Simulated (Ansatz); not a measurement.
LiMgBN2:
```
LiMgBN2
1.0
   -1.90418     1.90418     4.44581
    1.90418    -1.90418     4.44581
    1.90418     1.90418    -4.44581
Li Mg B N
1 1 1 2
Direct
  0.25000   0.75000   0.50000
  0.75000   0.25000   0.50000
  0.50000   0.50000   0.00000
  0.65123   0.65123   0.00000
  0.34877   0.34877   0.00000
```

Relaxed with PBE. Special points in fractions of this cell's reciprocal vectors: Γ (0.000, 0.000, 0.000); X (0.000, 0.000, 0.500); P (0.250, 0.250, 0.250); N (0.000, 0.500, 0.000); M (0.500, 0.500, -0.500); S (0.296, 0.704, -0.296); S0 (-0.296, 0.296, 0.296); R (-0.092, 0.092, 0.500); G (0.500, 0.500, -0.092).

Q: List the band energies nearest the valence-band maximum at these points for the program Ansatz at the PBE level (PAW).

A: In eV from the valence-band maximum; about four levels below and three above (degenerate sets whole), none deeper than 8.9 eV; points with the same levels are listed once.

```csv
k,below,above
Γ,-2.11 -2.11 -1.35 -1.35,2.62 6.08 7.85 7.85
X,-3.29 -2.96 -1.92 -0.45,5.11 5.64 6.71
P,-3.31 -3.26 -1.15 -1.08,5.32 6.23 6.27
N,-2.61 -2.36 -1.12 -0.62,5.35 5.74 7.10
M,-2.90 -2.90 0.00 0.00,3.56 6.38 6.56 6.56
S,-2.99 -2.49 -0.80 -0.43,4.66 6.60 6.90
R,-3.35 -2.86 -1.71 -0.41,5.40 5.70 6.35
```

Space group I-4m2. The first step of the workflow began from a Materials Project structure, measured or hypothetical; the Crystallography Open Database copy checked does not list it. With Li and Mg taken as one species the cell has the higher symmetry I4/mmm, so it may be an ordered model of a mixed-site phase. Whether it is the stable phase at ambient conditions was not checked. The cell was relaxed with PBE under the symmetry of its start; whether a distortion lowers the energy is not shown.

Potentials: the later of the program's two PAW sets.
